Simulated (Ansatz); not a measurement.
The relaxed structure here is a generated cell of Bi2Se3: the first start was made by placing the elements on the sites of a structure type, and the end was not matched to a known phase here, so it may be hypothetical. Known forms of Bi2Se3 include space group No. 166.

A relaxed cell of Bi$_{2}$Se$_{3}$ (R32 (No. 155)), relaxed on a k-mesh at least as fine as the one used below. The numbers are results of r2SCAN (plane waves to 500 eV, PAW, scalar-relativistic; Ansatz, a program for electronic structure), not measurements. Γ-centred k-mesh 4×2×4 on the run's cell (coarser than for final values), Fermi–Dirac smearing 0.05 eV.

```yaml
crystal:
  lattice:
    - [3.66360, 2.11518, 3.62383]
    - [-7.32721, 4.23037, 7.24766]
    - [0.00000, -4.23037, 3.62383]
  atoms:
    - { symbol: Se, position: [0.20604, 0.39698, 0.50000] }
    - { symbol: Se, position: [0.20604, 0.89698, 0.50000] }
    - { symbol: Se, position: [0.50000, 0.10302, 0.79396] }
    - { symbol: Se, position: [0.50000, 0.60302, 0.79396] }
    - { symbol: Se, position: [0.79396, 0.25000, 0.20604] }
    - { symbol: Se, position: [0.79396, 0.75000, 0.20604] }
    - { symbol: Bi, position: [0.33141, 0.16571, 0.33141] }
    - { symbol: Bi, position: [0.33141, 0.66571, 0.33141] }
    - { symbol: Bi, position: [0.66859, 0.33429, 0.66859] }
    - { symbol: Bi, position: [0.66859, 0.83429, 0.66859] }
```

The atoms are displaced by (Å):

```json
[
 {"atom": "Se1", "ux": "-0.030", "uy": "-0.014", "uz": "0.078"},
 {"atom": "Se2", "ux": "-0.050", "uy": "0.038", "uz": "-0.023"},
 {"atom": "Se3", "ux": "-0.018", "uy": "0.044", "uz": "0.022"},
 {"atom": "Se4", "ux": "-0.034", "uy": "-0.067", "uz": "-0.187"},
 {"atom": "Se5", "ux": "-0.142", "uy": "0.159", "uz": "0.073"},
 {"atom": "Se6", "ux": "-0.036", "uy": "-0.114", "uz": "-0.093"},
 {"atom": "Bi7", "ux": "0.030", "uy": "-0.134", "uz": "-0.237"},
 {"atom": "Bi8", "ux": "0.017", "uy": "-0.094", "uz": "-0.025"},
 {"atom": "Bi9", "ux": "-0.108", "uy": "-0.125", "uz": "-0.094"},
 {"atom": "Bi10", "ux": "0.096", "uy": "-0.052", "uz": "0.081"}
]
```

Problem. What forces (eV/Å) and pressure result?

Solution. 
| atom | Fx | Fy | Fz |
|---|---|---|---|
| Se1 | -0.16 | -0.11 | -0.72 |
| Se2 | 0.09 | -0.39 | 0.09 |
| Se3 | 0.42 | -0.67 | -0.70 |
| Se4 | -0.31 | 0.06 | 1.01 |
| Se5 | 0.34 | -0.75 | 0.11 |
| Se6 | 0.26 | 0.34 | 0.16 |
| Bi7 | -0.63 | 0.69 | 0.46 |
| Bi8 | -0.07 | 0.08 | -0.62 |
| Bi9 | 0.39 | 0.92 | 0.56 |
| Bi10 | -0.34 | -0.17 | -0.34 |

Pressure 0.0 GPa.

Problem. Estimate the energy cost of the displacement in the harmonic approximation and compare with the calculation.

Solution. For a harmonic well ΔE = −½ Σ F·u = 0.502 eV a cell, or 50 meV/atom. The calculated energy relative to the undisplaced cell is +47 meV/atom, so the harmonic estimate holds well.

The undisplaced cell is probably no minimum: from this displacement the run went on to P1 (No. 1) at a tolerance of 0.01 Å, R3 (No. 146) at 0.1 Å, 46 meV/atom below it.

No spin polarisation in the result.
